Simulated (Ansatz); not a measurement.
An element in the bcc structure gives these cold pressures by all-electron LAPW under PBEsol (Ansatz 0.2.0, scalar-relativistic, no spin polarisation).

```
V (Å³/atom)  P (GPa)
      17.52    -0.01
      16.47    12.37
      15.42     28.7
      14.02     60.0
      12.62    108.8
      11.22    183.9
       9.64    325.0
       7.89    647.6
```

Task: Which element is it?

Result: Nb. Its zero-pressure volume in this structure is near 17.5 Å³/atom; the volume and the steepness of P(V) together point to it, though neighbours can come close. Neighbours weren't tried against these numbers.
